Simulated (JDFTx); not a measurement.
Part of a log of a modified build of JDFTx for C2H2F2 (built from vinylidene fluoride), charge +1, multiplicity 2 (PBE, GBRV ultrasoft potentials, plane waves to 20/100 Ha):

```
unit cell volume = 8251.42
Chosen fftbox size, S = [  100  96  80  ]
unit cell volume = 8251.42
Chosen fftbox size, S = [  96  90  72  ]
  'C' pseudopotential, 'SLA  PW   PBE  PBE' functional
  4 valence electrons, 2 orbitals, 4 projectors, 721 radial grid points, with lMax = 1
  'F' pseudopotential, 'SLA  PW   PBX  PBC' functional
  7 valence electrons, 2 orbitals, 4 projectors, 799 radial grid points, with lMax = 1
  'H' pseudopotential, 'SLA  PW   PBX  PBC' functional
  1 valence electrons, 1 orbitals, 2 projectors, 615 radial grid points, with lMax = 0
Initialized 3 species with 6 total atoms.
Folded 1 k-points by 1x1x1 to 1 k-points.
nElectrons:  23.000000   nBands: 12   nStates: 2
average nbasis = 35313.000 , ideal nbasis = 35250.697
Correction to mu due to finite nuclear width = -0.00288591
   Cavity determined by nc: 0.00142 and sigma: 0.707107
   Nonlocal vdW cavity from gaussian model electron density with norm = 16 and sigma = 1.50589 bohr
   Charge asymmetry in cavity with sensitivity pCavity = -31 e-bohr/Eh
   Electrostatic cavity expanded by eta = 3.15 bohrs
   Weighted density cavitation model constrained by Nbulk: 0.001709 bohr^-3, Pvap: 11.7584 kPa, Rvdw: 4.00622 bohr and sigmaBulk: 1.88e-05 Eh/bohr^2 at T: 298 K.
   Weighted density dispersion model using vdW pair potentials with single solvent site with sqrtC6eff: 2.21 SI.
[...]
Will mix electronic density at each iteration.
	Linear fluid (dielectric constant: 38.8, screening length: 4.04053 Bohr) occupying 0.742793 of unit cell:	Completed after 8 iterations
[... later lines of the fluid solver are left out ...]
SCF: Cycle:  0   Etot: -60.923547365790419   dEtot: -1.705e-03   |Residual|: 3.541e-02   |deigs|: 2.445e-04
SCF: Cycle:  1   Etot: -60.924442115824156   dEtot: -8.948e-04   |Residual|: 1.380e-02   |deigs|: 5.428e-03
[... lines cut ...]
SCF: Cycle: 14   Etot: -60.924561678752674   dEtot: -3.314e-08   |Residual|: 8.035e-05   |deigs|: 1.796e-05
SCF: Cycle: 15   Etot: -60.924561680069083   dEtot: -1.316e-09   |Residual|: 1.007e-04   |deigs|: 1.738e-05
SCF: Cycle: 16   Etot: -60.924561690752014   dEtot: -1.068e-08   |Residual|: 3.643e-05   |deigs|: 8.958e-06
SCF: Cycle: 17   Etot: -60.924561694479550   dEtot: -3.728e-09   |Residual|: 1.955e-05   |deigs|: 1.219e-06
SCF: Cycle: 18   Etot: -60.924561697000733   dEtot: -2.521e-09   |Residual|: 1.993e-05   |deigs|: 6.348e-06
SCF: Converged (|Delta E|<1.000000e-08 for 2 iters).

# Energy components:
   A_diel =       -0.0469960758469793
   Eewald =       25.5870227097515439
       EH =       73.6357333654501645
     Eloc =     -180.3046378028536765
      Enl =        8.5047994832411984
      Exc =      -13.2703396853030178
 Exc_core =        0.0673524090173749
       KE =       24.8996179939806126
  MuShift =        0.0028859055620445
-------------------------------------
     Etot =      -60.9245616970007333


	eMin: -1.280587 at state 0 ( [ +0.000000 +0.000000 +0.000000 ] spin 1 )
	HOMO: -0.355980 at state 0 ( [ +0.000000 +0.000000 +0.000000 ] spin 1 )
```

Q: Which solvation model was used?
(A) SCCS (g09 parameters)
(B) CANDLE
(C) linear PCM without cavity terms (LA12)
(D) SCCS (cation parameters)

A: B, CANDLE. The liquid was acetonitrile (dielectric constant 38.8), 1 M KF.
